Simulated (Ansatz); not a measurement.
Input:

Starting cell, Zr (hcp, Mg type):

```
Zr
1.0
    3.23126     0.00000     0.00000
   -1.61563     2.79835     0.00000
    0.00000     0.00000     5.17316
Zr
2
Direct
  0.33333   0.66667   0.75000
  0.66667   0.33333   0.25000
```

A phonon eigenvector at Γ is frozen into this cell: atom i moves by Q times the vector below, so Q is the largest atomic displacement, in Å. The cell is held.

```tsv
atom	x	y	z
Zr1	0.000	0.000	-1.000
Zr2	0.000	0.000	1.000
```

Level of theory: PBE (plane waves to 420 eV, PAW, scalar-relativistic; Ansatz, an electronic-structure program). k mesh 17×17×9 (Γ-centred), Fermi-Dirac smearing 0.05 eV. Energies are smeared free energies. With partly filled bands, energies and forces of such displacements shift with the k mesh and the smearing. Zr is run without spin polarisation. Zr was relaxed with its symmetry unable to fall. The zero of ΔE is the undisplaced structure.

The scan covers Q from -0.100 to 0.100 Å in 13 points.

Task: Is the energy the same for equal positive and negative displacements?

Result: Even: the same for both signs.

Task: Which space group does the distorted structure have?

Result: P-3m1 (No. 164), lowered from P6_3/mmc.

Task: Is this a single well or a double well?

Result: A single well with its minimum at or next to zero displacement.

Task: What is the energy change at Q = 0.100 Å?

Result: 91 meV/cell.

Task: What harmonic wavenumber does the curvature at Q = 0 give?

Result: 149 cm⁻¹.

(For displaced atoms, the force is minus the slope of the energy, and its curvature is a force constant, which sets phonon frequencies.)
